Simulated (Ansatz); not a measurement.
Given:

W:
```yaml
crystal:
  lattice:
    - [-1.56794, 1.56794, 1.56794]
    - [1.56794, -1.56794, 1.56794]
    - [1.56794, 1.56794, -1.56794]
  atoms:
    - { symbol: W, position: [0.00000, 0.00000, 0.00000] }
```

This is the LDA-relaxed structure.

**Question.** All from plane-wave PAW LDA (Ansatz code), unless another level is named. Predict the Poisson's ratio.

**Answer.** 0.30.

**Question.** And the elastic constants (relaxed ions, GPa)?

**Answer.** C11 = 566, C12 = 219, C44 = 150.

Space group Im-3m (bcc (W type)). The cell was relaxed with LDA under the symmetry of its start. The run is not spin-polarised. As this level gives no gap, shear constants depend on the k-mesh and smearing (Fermi–Dirac, 0.1 eV here). Spin–orbit coupling is left out wherever it is not named.

Potentials: the later of the program's two PAW sets.
